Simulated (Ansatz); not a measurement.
Al3Ni2, in the lowest of the structures calculated here: P-3m1 (No. 164), hP5; a = b = 4.003 Å, c = 4.859 Å, α = β = 90.00°, γ = 120.00°; Al 1a (0.000, 0.000, 0.000); Al 2d (0.667, 0.333, 0.352); Ni 2d (0.333, 0.667, 0.146). These are PBEsol (plane waves to 420 eV, PAW, scalar-relativistic; Ansatz, a first-principles code) values and carry that method's errors. Element references, the lowest calculated here: Ni (Fm-3m, ferromagnetic), Al (Fm-3m).

What is the computed formation energy of this P-3m1 form of Al3Ni2 from the elements (PBEsol)?

-0.62 eV/atom.

Is it stable against the other phases calculated?

Yes: the most favourable decomposition, Al3Ni2 → 1.5 AlNi + 0.5 Al3Ni (Al3Ni Pnma, AlNi Pm-3m), costs 0.05 eV/atom.

Over what range of chemical potentials is Al3Ni2 stable among the phases calculated here? Give the corners of its window as Δμ = μ − μ(element).


```json
[
 {"in equilibrium with": "AlNi", "Δμ(Al) (eV)": "-0.4", "Δμ(Ni) (eV)": "-0.9"},
 {"in equilibrium with": "Al3Ni", "Δμ(Al) (eV)": "-0.1", "Δμ(Ni) (eV)": "-1.4"}
]
```

At every corner Σ nΔμ equals the formation energy, about -3.1 eV per formula unit; the corners carry the error of several atoms' energies, a few 0.01 eV.

This is the hull of the energies calculated here, no anion corrections; phases that were not calculated are missing from it. Values are rounded to 0.01 eV/atom. The compounds carry no spin polarisation. A magnetic state may lie lower.
